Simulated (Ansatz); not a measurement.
Nb:
```
CELL_PARAMETERS angstrom
     -1.63335     1.63335     1.63335
      1.63335    -1.63335     1.63335
      1.63335     1.63335    -1.63335
ATOMIC_POSITIONS crystal
  Nb 0.00000 0.00000 0.00000
```

Relaxed with PBE+D3(BJ). Special points in fractions of this cell's reciprocal vectors: Γ (0.000, 0.000, 0.000); H (0.500, -0.500, 0.500); N (0.000, 0.000, 0.500); P (0.250, 0.250, 0.250).

List the band energies nearest the Fermi level at these points for PBE+D3(BJ) (plane waves, PAW; program Ansatz).

In eV from the Fermi level; about four levels below and three above (degenerate sets whole), none deeper than 8.9 eV; … stands for higher levels left out; points with the same levels are listed once.

```tsv
k	below	above
Γ	-5.95	0.36 0.36 0.36
H	-3.91 -3.91	…
N	-3.85 -1.75	2.47 3.44 …
P	-1.10 -1.10 -1.10	…
```

Space group Im-3m (bcc (W type)). Symmetry was held in the PBE+D3(BJ) relaxation. No spin polarisation was allowed. The pairwise dispersion correction was not fitted to metals. Scalar-relativistic: spin–orbit coupling is off unless named, which matters more the heavier the elements.

Potentials: the later of the program's two PAW sets.
